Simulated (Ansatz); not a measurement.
Consider the following.

Co₂C:
```yaml
crystal:
  lattice:
    - [4.25472, 0.00000, 0.00000]
    - [0.00000, 4.27694, 0.00000]
    - [0.00000, 0.00000, 2.81982]
  atoms:
    - { symbol: Co, position: [0.64532, 0.74513, 0.00000] }
    - { symbol: Co, position: [0.35468, 0.25487, 0.00000] }
    - { symbol: Co, position: [0.85468, 0.24513, 0.50000] }
    - { symbol: Co, position: [0.14532, 0.75487, 0.50000] }
    - { symbol: C, position: [0.00000, 0.00000, 0.00000] }
    - { symbol: C, position: [0.50000, 0.50000, 0.50000] }
```

This is the LDA-relaxed structure.

### Question
All from DFT-LDA in the program Ansatz with PAW potentials, unless another level is named. Give the bulk modulus (Birch–Murnaghan fit).

### Answer
309 GPa.

### Question
What about the highest zone-centre frequency?

### Answer
728 cm⁻¹.

Space group Pnnm. The workflow started from a Materials Project entry (that database holds measured and hypothetical structures alike); the Crystallography Open Database files this formula in space group No. 58, but the cells were not matched. Whether it is the stable phase at ambient conditions was not checked. Symmetry was held in the LDA relaxation; whether a distortion lowers the energy is not shown. The run is not spin-polarised. As this level gives no gap, phonon frequencies hold no LO–TO term and depend on the k-mesh and smearing (Fermi–Dirac, 0.1 eV here).

Potentials: the later of the program's two PAW sets.
